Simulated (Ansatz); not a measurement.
One crystal and one scan (scan of one atom of the cell) at two levels, PBE (plane waves to 420 eV, PAW, scalar-relativistic; Ansatz, a program for electronic structure) and r2SCAN (plane waves to 500 eV, PAW, scalar-relativistic; Ansatz), each from its own relaxed cell and on its own mesh.

The crystal is Al (fcc, Cu type); one Al atom of a 4-atom cell moves by s along Cartesian [110], with its periodic images.

The energy includes the smearing's −TS. Al was relaxed with its symmetry unable to fall. The PAW data are Ansatz's earlier set. (PBE) On this mesh the relaxed cell isn't quite at rest: it carries a pressure of 0.2 GPa (compression positive) at the zero of the scan. (r2SCAN) On this mesh the relaxed cell isn't quite at rest: it carries a pressure of 0.3 GPa (compression positive) at the zero of the scan. With partly filled bands, energies and forces of such displacements shift with the k mesh and the smearing.

```json
[
 {"quantity": "Lattice constant a (Å)", "run 1": "4.040", "run 2": "3.991"},
 {"quantity": "Force constant k = d²E/ds² at s = 0 (finite differences) (eV/Å²)", "run 1": "4.35", "run 2": "5.49"}
]
```

Which run is which level?

Run 1 is PBE, run 2 is r2SCAN. PBE gives the higher value for: lattice constant a. PBE gives the lower value for: force constant k = d²E/ds² at s = 0. Both give the same shape of the curve: a single well with its minimum at or next to zero displacement. Neither level is exact: the differences show how much the result hangs on the functional.

(A displaced cell: forces are minus the slopes of the energy, force constants its curvatures, and phonons follow from these.)
